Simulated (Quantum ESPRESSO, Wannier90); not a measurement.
**Wannier functions of BeO (wurtzite)**

```xyz
4
Lattice="2.6943 0.0000 0.0000 -1.3471 2.3333 0.0000 0.0000 0.0000 4.3760" Properties=species:S:1:pos:R:3 pbc="T T T"
Be     1.3471    -0.7778     0.0007
Be    -1.3471     0.7778    -2.1873
O      1.3471    -0.7778     1.6512
O     -1.3471     0.7778    -0.5368
```

Structure: Materials Project mp-2542, symmetrised, not relaxed again. COD (Crystallography Open Database) has the formula in 3 space groups, this one among them (matched by group alone). Computed values, not measurements, from PBEsol: Quantum ESPRESSO (norm-conserving PseudoDojo potentials, cutoff 71 Ry, no spin polarisation, no spin-orbit coupling) on a Γ-centred 12×12×6 mesh, then Wannier90. Density: 18×18×8 mesh, cold smearing 0.01 Ry.

Bands 3-4 form an isolated set from -18.59 to -16.20 eV relative to the valence-band maximum (on the path) and are turned into 2 Wannier functions by minimising the spread from the start: atomic waves O 2s.

Task: Where do the functions sit, how wide are they and what are they made of?

Result: 
```
functions  spread (Å²)  nearest atom, distance (Å)  second atom, distance (Å)  weight on atomic waves
---------  -----------  --------------------------  -------------------------  ----------------------
2                 0.57                      O 0.00                    Be 1.65   O 2s 85 %, Be 2s 13 %
```

Ω_I = 1.14 Å², Ω_total = 1.14 Å²; the interpolated bands follow pw.x to 0.0 meV rms on the path. Only this start was tried; a symmetric start can stop on a saddle, and mixtures of these functions could lower the total by at most Ω_total − Ω_I.
